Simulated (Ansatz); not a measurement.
NaF with Se replacing F: gradients before and after relaxing the atoms

Start: a supercell of NaF (rock salt type, Fm-3m) built from a computed structure from the Materials Project (it need not be an observed phase), with all atoms left at the host's positions.

```cif
data_Na27SeF26
_symmetry_space_group_name_H-M 'Fm-3m'
_symmetry_Int_Tables_number 225
_cell_length_a 13.7154
_cell_length_b 13.7154
_cell_length_c 13.7154
_cell_angle_alpha 90.000
_cell_angle_beta 90.000
_cell_angle_gamma 90.000
loop_
_atom_site_label
_atom_site_type_symbol
_atom_site_symmetry_multiplicity
_atom_site_Wyckoff_symbol
_atom_site_fract_x
_atom_site_fract_y
_atom_site_fract_z
Na1 Na 32 f 0.3333 0.8333 0.8333
Na2 Na 24 e 0.5000 0.0000 0.8333
Na6 Na 48 h 0.8333 0.1667 0.0000
Na27 Na 4 a 0.0000 0.5000 0.5000
Se Se 4 b 0.5000 0.0000 0.0000
F29 F 48 i 0.6667 0.1667 0.0000
F32 F 32 f 0.8333 0.1667 0.1667
F42 F 24 e 0.0000 0.5000 0.3333
```

One atom of each set is listed; the run and its k-mesh use a cell of 54 atoms with edges of 9.70, 9.70, 9.70 Å.

Method: Kohn–Sham DFT in Ansatz, PBE, plane waves and PAW, scalar-relativistic, 420 eV cutoff, Γ-centred 3×3×3 k-points, Fermi–Dirac smearing 0.01 eV, cell charge -1.

The largest force at the start is 2.4 eV/Å. Relaxing the ions at fixed cell moves them by 0.218 Å at most (atom 5, Na) and 0.099 Å rms.

```csv
site,moved (Å),first shell before,first shell after,V_zz before (10²¹ V/m²),η before
Na1,0.038,6 F at 2.29 Å,6 F at 2.27–2.31 Å,-0.095,0.00
Na2,0.218,"5 F at 2.29 Å, 1 Se at 2.29 Å","5 F at 2.15–2.38 Å, 1 Se at 2.50 Å",-1.81,0.00
Na6,0.009,6 F at 2.29 Å,6 F at 2.21–2.28 Å,0.12,0.19
Se,0.000,6 Na at 2.29 Å,6 Na at 2.50 Å,0.00,–
F29,0.125,6 Na at 2.29 Å,6 Na at 2.21–2.38 Å,-1.24,0.06
F32,0.010,6 Na at 2.29 Å,6 Na at 2.28–2.31 Å,0.26,0.00
F42,0.083,6 Na at 2.29 Å,6 Na at 2.15–2.28 Å,-0.24,0.00
```

**Question.** What are V_zz and η after the relaxation?

**Answer.** 

| site | V_zz after | η after | change of V_zz |
| --- | --- | --- | --- |
| Na1 | 0.14 | 0.00 | +0.23 |
| Na2 | -2.09 | 0.00 | -0.28 |
| Na6 | -0.51 | 0.14 | – |
| Se | 0.00 | – | 0.00 |
| F29 | -1.97 | 0.41 | -0.73 |
| F32 | 0.31 | 0.00 | +0.05 |
| F42 | -0.60 | 0.00 | -0.36 |

The largest change of V_zz along a kept axis is on F29, from -1.24 to -1.97. In per cent, |V_zz| changes by +15 on Na, +59 on F (all sites that start above 0.5). Where |V_zz| stays above 0.1 and the axes keep their order, η moves most on F29, from 0.06 to 0.41. V_zz changes sign on Na1 (same axis). On Na6 the largest principal value lies along another axis in the second run, so the two V_zz can't be compared directly. Other sites without a gradient aren't listed.

The defect repeats with the cell of 54 atoms, so it feels its images: sites between two images don't show the values beside a lone defect, and zeros or small values of η there can come from the images' arrangement. A uniform background compensates the cell's charge.
Before: The cell keeps the host's lattice, where the PBE pressure is 8 GPa (in a charged cell this depends on the convention for the mean potential). The neighbours have not yet relaxed around the defect (largest force 2.4 eV/Å), so a real crystal will differ.
After: The relaxation keeps the site symmetry m-3m of the start, so the impurity can't leave its site; a start off the site could end lower. The cell keeps the host's lattice, where the PBE pressure is 7 GPa (in a charged cell this depends on the convention for the mean potential).
